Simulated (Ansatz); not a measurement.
## Structure relaxation, Cu

The start is a generated cell, Cu placed in the AFLOW prototype A_aP4_2_aci. The cell and all atomic positions are relaxed at zero pressure with r2SCAN (plane waves to 500 eV, PAW, scalar-relativistic; Ansatz, a quantum-chemistry and plane-wave program). The first steps use a coarse 13×11×5 k-mesh.

Input geometry:
```
CELL_PARAMETERS angstrom
      2.47001     0.00000     0.00000
      0.24727     2.91410     0.00000
      0.10753     0.48412     6.53608
ATOMIC_POSITIONS crystal
  Cu 0.00000 0.00000 0.00000
  Cu 0.00000 0.00000 0.50000
  Cu 0.43300 0.57200 0.25900
  Cu 0.56700 0.42800 0.74100
```

Q: How large is the pressure on the unrelaxed cell, and of which sign?

A: +4.1 GPa (positive: the cell is compressed).

Q: What is the largest force in the starting geometry, and on which atom (counted from 1)?

A: 1.61 eV/Å, on Cu3, Cu4 (atoms numbered as listed).

Q: Does the structure survive the relaxation? Give the final space group.

A: The space group goes from P-1 (No. 2) to Fm-3m (No. 225); the end is fcc (Cu type), with 1 atom in the primitive cell.

Q: By how much does the energy per atom fall from start to end?

A: 0.20 eV/atom.

Q: How does the volume per atom move from start to end?

A: -2.7 %, from 11.76 to 11.44 Å³/atom.

Q: How do the shortest distances between atoms change?

A: The closest pairs of elements (up to four, under 3.6 Å), start → end: Cu–Cu 2.26 → 2.53 Å.

Q: Give the final cell and atomic positions.

A: 
```cif
data_Cu4
_chemical_formula_sum 'Cu4'
_space_group_name_H-M_alt 'Fm-3m'
_space_group_IT_number 225
_space_group_name_Hall '-F 4 2 3'
_cell_length_a 3.57665
_cell_length_b 3.57665
_cell_length_c 3.57665
_cell_angle_alpha 90.000
_cell_angle_beta 90.000
_cell_angle_gamma 90.000
loop_
_atom_site_label
_atom_site_type_symbol
_atom_site_symmetry_multiplicity
_atom_site_Wyckoff_symbol
_atom_site_fract_x
_atom_site_fract_y
_atom_site_fract_z
_atom_site_occupancy
Cu1 Cu 4 a 0.00000 0.00000 0.00000 1
```
(The calculation used a cell of 1 atom; values per cell refer to that cell.)

Final values are on a 22×22×22 k-mesh of the relaxed cell. No spin polarisation in the result.

The run could not lose the symmetry of its start.
